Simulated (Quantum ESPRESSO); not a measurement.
# Ga3ZnN4: a curve over strain

Computed values, not a measurement. The program is pw.x of Quantum ESPRESSO 7.5 (plane-wave density functional theory). The cell is made up: 8 atoms on a wurtzite lattice, with randomly drawn elements, strain and displacements, not relaxed. PseudoDojo standard norm-conserving files (v0.5 for PBE, v0.4.1 for LDA and PBEsol) set the functional; there is no spin polarisation, spin-orbit coupling or dispersion term, and the masses in the input are unused placeholders. A spin-polarised start on this cell or one of its family kept no moment.

Seven runs add a strain to one cell (the same linear strain along x, y and z); the atoms follow the cell and are not relaxed. Stress in the table is positive in tension.

Input of the run at +0.0010:

```
&control calculation='scf', pseudo_dir='./dojo.nc.sr.pbe.v0_5.standard.upf', outdir='./o', disk_io='medium', tprnfor=.true., tstress=.true. /
&system ibrav=0, nat=8, ntyp=3, nbnd=50, ecutwfc=84.00895049, nosym=.true., tot_charge=0,
 occupations='smearing', smearing='fd', degauss=0.0073498644
/
&electrons conv_thr=7.350e-09, electron_maxstep=60, /
ATOMIC_SPECIES
Ga 1.0 Ga.upf
N 1.0 N.upf
Zn 1.0 Zn.upf
CELL_PARAMETERS angstrom
3.2992 0.0 0.0
0.0 5.7144 0.0
0.0 0.0 5.3876
ATOMIC_POSITIONS angstrom
Ga 0.0083 -0.0614 0.0177
Zn 1.6106 2.8283 0.0463
Ga 1.6531 0.9906 2.7044
Ga 0.0664 3.864 2.7258
N -0.0047 -0.0085 2.0025
N 1.706 2.8229 2.0499
N 1.5953 0.957 4.7108
N -0.0257 3.7593 4.6939
K_POINTS automatic
7 6 6 1 1 1
```

| added strain | free energy less that of the input shown (eV) | stress xx (GPa) | stress yy (GPa) | stress zz (GPa) | stress xy (GPa) | pressure (GPa) | iterations |
| --- | --- | --- | --- | --- | --- | --- | --- |
| -0.0246 | -0.1750 | 1.97 | -3.15 | -5.47 | -0.69 | 2.21 | 13 |
| -0.0167 | -0.1787 | 5.28 | 0.87 | -1.19 | -0.63 | -1.65 | 13 |
| -0.0045 | -0.0813 | 9.65 | 6.24 | 4.51 | -0.54 | -6.80 | 13 |
| +0.0010 | 0.0000 | 11.36 | 8.35 | 6.75 | -0.51 | -8.82 | 13 |
| +0.0036 | 0.0458 | 12.12 | 9.29 | 7.75 | -0.49 | -9.72 | 13 |
| +0.0066 | 0.1045 | 12.95 | 10.32 | 8.85 | -0.47 | -10.71 | 13 |
| +0.0157 | 0.3175 | 15.22 | 13.16 | 11.89 | -0.42 | -13.42 | 13 |

A cubic fit gives a slope of stress xx against the added strain of 302 GPa at zero added strain, with the atoms clamped. Across the table the free energy follows the integral of the stress to within 1.4 meV. A rerun of one of the cells at 1437 eV and a 9 x 8 x 8 mesh moved values by no more than 0.005 eV in energy, 0.05 GPa in stress and 0.007 eV/Å in force.